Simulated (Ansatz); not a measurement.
The calculation used Ansatz, DFT PBE, scalar-relativistic, plane waves, PAW. Settings: cutoff 420 eV, Γ-centred meshes spaced at most about 0.3 Å⁻¹, and about 0.25 Å⁻¹ or finer for metals (2π included), Gaussian smearing. No spin polarisation in the final relaxations.

All energies are static (0 K, no zero-point motion). All come from trial cells, and lower structures may exist.

Question: Order these relaxed structures of CaOs by energy, lowest first, with the energy over the lowest of them.
A.

```
Ca Os
1.0
     2.87844    0.00000    0.00000
     0.00000    4.78683    0.00000
    -0.83351    0.00000    5.85482
Ca Os
2 2
Cartesian
  0.0000 0.0000 0.0000
  1.0225 0.0000 2.9274
  -0.0217 2.3934 4.7346
  2.0666 2.3934 1.1202
```

B.

```
Ca Os
1.0
     1.51057    0.87213    4.76030
    -1.51057    0.87213    4.76030
     0.00000   -1.74426    4.76030
Ca Os
1 1
Direct
  0.00000 0.00000 0.00000
  0.50000 0.50000 0.50000
```

Answer: A (0 meV/atom), B (132 meV/atom). Forms: A P2/m; B CuPt (L1_1) type, R-3m. Counting all near atoms (those within 1.25 times the shortest distance at each site; a plus sign parts nearer from farther groups; a slash parts the counts of unlike sites): A has Ca 12/14, Os 6+2; B has Ca 12, Os 12. Even the lowest lies +0.70 eV/atom against the elements.

These runs have no spin–orbit coupling, which can matter for Os. Cells relaxed within their symmetry can be saddle points. The P2/m cell of CaOs came from shaking the R-3m one. Some types were kept out of the candidates beforehand, so the set may lack a known form.
